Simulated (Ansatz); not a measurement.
**Vibrational response of Na7Bi**

Level of theory: Ansatz 0.2.0, DFT PBE, scalar-relativistic, plane waves, PAW. Settings: 420 eV plane-wave cutoff, Γ-centred 6×6×6 mesh, Fermi-Dirac smearing of 0.15 eV. No spin polarisation. Phonons by linear response, acoustic sum rule imposed.

Equilibrium structure at this level:
```xyz
8
Lattice="0.0000 5.0899 5.0899 5.0899 0.0000 5.0899 5.0899 5.0899 0.0000" Properties=species:S:1:pos:R:3 pbc="T T T"
Na    0.0000    2.5450    2.5450
Na    5.0899    2.5450    2.5450
Na    2.5450    0.0000    2.5450
Na    2.5450    5.0899    2.5450
Na    2.5450    2.5450    0.0000
Na    2.5450    2.5450    5.0899
Na    5.0899    5.0899    5.0899
Bi    0.0000    0.0000    0.0000
```

The structure comes from a generated guess, relaxed at this level; another structure or a mixture of phases may lie lower. In a metal, frequencies depend on the k mesh and the smearing, soft modes most. Spin–orbit coupling is left out, which matters for heavy elements.

Problem. Is this structure stable against zone-centre distortions?

Solution. Yes, at Γ: no optical mode is imaginary. Strains and other wave vectors aren't tested by this run.

Problem. List the optical modes at Γ (i marks imaginary ones).

Solution.
| frequency (meV) | degeneracy |
| --- | --- |
| 5.1 | 3 |
| 5.5 | 3 |
| 9.0 | 2 |
| 10.6 | 3 |
| 12.6 | 3 |
| 17.0 | 3 |
| 18.0 | 1 |
| 19.2 | 3 |
